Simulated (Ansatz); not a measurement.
CoSi2 (fluorite type, space group Fm-3m)

```cif
data_CoSi2
_chemical_formula_sum 'Co1 Si2'
_space_group_name_H-M_alt 'P 1'
_space_group_IT_number 1
_cell_length_a 3.75821
_cell_length_b 3.75821
_cell_length_c 3.75821
_cell_angle_alpha 60.000
_cell_angle_beta 60.000
_cell_angle_gamma 60.000
loop_
_space_group_symop_operation_xyz
  'x, y, z'
loop_
_atom_site_label
_atom_site_type_symbol
_atom_site_fract_x
_atom_site_fract_y
_atom_site_fract_z
_atom_site_occupancy
Co1 Co 0.00000 0.00000 0.00000 1
Si1 Si 0.25000 0.25000 0.25000 1
Si2 Si 0.75000 0.75000 0.75000 1
```

Equation-of-state scan: isotropic scaling of the cell above, V₀ being its volume. Symmetry pins the atoms to their sites.

Level of theory: r2SCAN (plane waves to 500 eV, PAW, scalar-relativistic; Ansatz, a program for electronic structure). k mesh 15×15×15 (Γ-centred), Fermi-Dirac smearing 0.05 eV. Energies are smeared free energies. CoSi2 is run without spin polarisation. CoSi2 was relaxed with its symmetry unable to fall. The zero of ΔE is the relaxed starting cell. The last digit holds for this mesh only.

```csv
V (Å³/atom),ΔE (meV/atom)
11.260,93.0
11.469,62.5
11.677,38.7
11.886,21.1
12.094,9.1
12.303,2.2
12.511,0.0
12.720,2.1
12.928,8.0
13.137,17.6
13.346,30.3
13.554,46.0
13.763,64.4
```

What is the fitted pressure derivative B₀′?

4.5.

What bulk modulus B₀ follows from a third-order Birch-Murnaghan fit?

196 GPa.

(A scan under strain: stresses follow from slopes of the energy per volume, elastic moduli from its curvatures.)
